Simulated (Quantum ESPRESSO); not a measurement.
# Kohn-Sham bands of PbBrF (P4/nmm)

```xyz
6
Lattice="4.1851 0.0000 0.0000 0.0000 4.1851 0.0000 0.0000 0.0000 7.6623" Properties=species:S:1:pos:R:3 pbc="T T T"
Pb     0.0000     2.0925    -1.4604
Pb     2.0925     0.0000     1.4604
Br     2.0925     0.0000    -2.6609
Br     0.0000     2.0925     2.6609
F      2.0925     2.0925     0.0000
F      0.0000     0.0000     0.0000
```

Structure: Materials Project mp-23008, symmetrised, not relaxed again. COD (Crystallography Open Database) has an entry of this formula and space group (matched by these alone). Level: PBEsol, spinors with spin-orbit coupling; pw.x of Quantum ESPRESSO at 68 Ry with PseudoDojo potentials, 4×4×4 k-points, Wannier90. Density: 8×8×4 mesh, cold smearing 0.01 Ry.

**Question.** List the Kohn-Sham levels between −8 and 5.1 eV relative to the valence-band maximum at the high-symmetry points, as a band run of pw.x on that density gives them (levels within 2 meV counted together).

**Answer.** 
| point | k (reciprocal lattice) | levels (eV) |
|---|---|---|
| Γ | 0.000 0.000 0.000 | -7.12 (×2), -5.87 (×2), -4.48 (×2), -4.34 (×2), -3.25 (×2), -3.04 (×2), -2.95 (×2), -2.35 (×2), -2.02 (×2), -1.64 (×2), -1.36 (×2), -1.34 (×2), -0.84 (×2), -0.34 (×2), 2.99 (×2), 3.56 (×2) |
| X | 0.000 0.500 0.000 | -7.22 (×4), -4.12 (×4), -3.68 (×4), -3.19 (×4), -1.35 (×4), -0.89 (×4), -0.34 (×4), 3.16 (×4), 4.73 (×4) |
| M | 0.500 0.500 0.000 | -7.15 (×4), -4.35 (×4), -3.34 (×4), -3.11 (×4), -2.75 (×4), -1.44 (×4), -0.78 (×4), 3.60 (×4), 5.10 (×4) |
| Z | 0.000 0.000 0.500 | -6.91 (×2), -6.20 (×2), -4.45 (×2), -4.33 (×2), -3.25 (×2), -3.05 (×2), -2.95 (×2), -2.49 (×2), -2.00 (×2), -1.55 (×2), -1.45 (×2), -1.09 (×2), -0.65 (×2), 0.00 (×2), 2.12 (×2), 3.39 (×2) |
| R | 0.000 0.500 0.500 | -7.24 (×4), -3.98 (×4), -3.68 (×4), -3.30 (×4), -1.26 (×4), -0.88 (×4), -0.37 (×4), 3.01 (×4), 4.61 (×4) |
| A | 0.500 0.500 0.500 | -7.20 (×4), -4.48 (×4), -3.03 (×4), -2.75 (×4), -2.36 (×4), -2.17 (×4), -1.12 (×4), 3.79 (×4) |
